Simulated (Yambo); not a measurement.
Mg2Si (space group Fm-3m, No. 225), G0W0@LDA in Yambo; all else as in the reference (4×4×4 Γ-centred k mesh, bands 9 to 143 and a 10 Ry block in the screening, 143 bands in G with the Bruneval-Gonze terminator, plasmon pole fitted at 27.2 eV). One parameter is varied: the cutoff of the wavefunctions in Yambo, over 10, 20, 30, 50, 84 Ry.

Task: From which value on does the gap Γ → X stay within 0.05 eV of the largest setting?

Result: From 20 Ry on.
| cutoff of the wavefunctions in Yambo (Ry) | G0W0 gap (eV) | valence shift (eV) |
|---|---|---|
| 10 | 0.78 | -0.47 |
| 20 | 0.74 | -0.53 |
| 30 | 0.73 | -0.56 |
| 50 | 0.71 | -0.57 |
| 84 | 0.71 | -0.57 |
The last step of the sweep still moves the gap by 1 meV; the other settings are held fixed.

Geometry relaxed with LDA; primitive cell a = 4.4259 Å, b = 4.4259 Å, c = 4.4259 Å, α = 60.00°, β = 60.00°, γ = 60.00°.

A shift is the quasiparticle energy of the state minus its LDA energy.
